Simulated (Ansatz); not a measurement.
A distorted cell of PbS (rock salt):

```
CELL_PARAMETERS angstrom
      0.00000     6.00891     6.00891
      3.00445     3.00445     6.00891
      3.00445     3.00445     0.00000
ATOMIC_POSITIONS crystal
  S  0.97004 0.02996 0.97004
  S  0.52996 0.97004 0.02996
  Pb 0.00040 0.49960 0.50040
  Pb 0.49960 0.50040 0.49960
```

Method: PBE (plane waves to 420 eV, PAW, scalar-relativistic; Ansatz, a quantum-chemistry and plane-wave program). k mesh 10×10×10 (Γ-centred), Fermi-Dirac smearing 0.05 eV. Compression counts positive. PbS was relaxed with its symmetry unable to fall. Spin-orbit coupling is left out, though Pb is heavy.

### Question
Predict the force on every atom, in eV/Å.

### Answer
```csv
atom,Fx,Fy,Fz
S1,0.000,0.194,0.000
S2,0.000,-0.194,0.000
Pb3,0.000,0.036,0.000
Pb4,0.000,-0.036,0.000
```

### Question
Give the stress tensor in GPa and the pressure.

### Answer
```
   0.05     0.00     0.00
   0.00     1.18     0.00
   0.00     0.00     0.05
```
The pressure, a third of the trace, is 0.43 GPa.

(For displaced atoms, the force is minus the slope of the energy, and its curvature is a force constant, which sets phonon frequencies.)
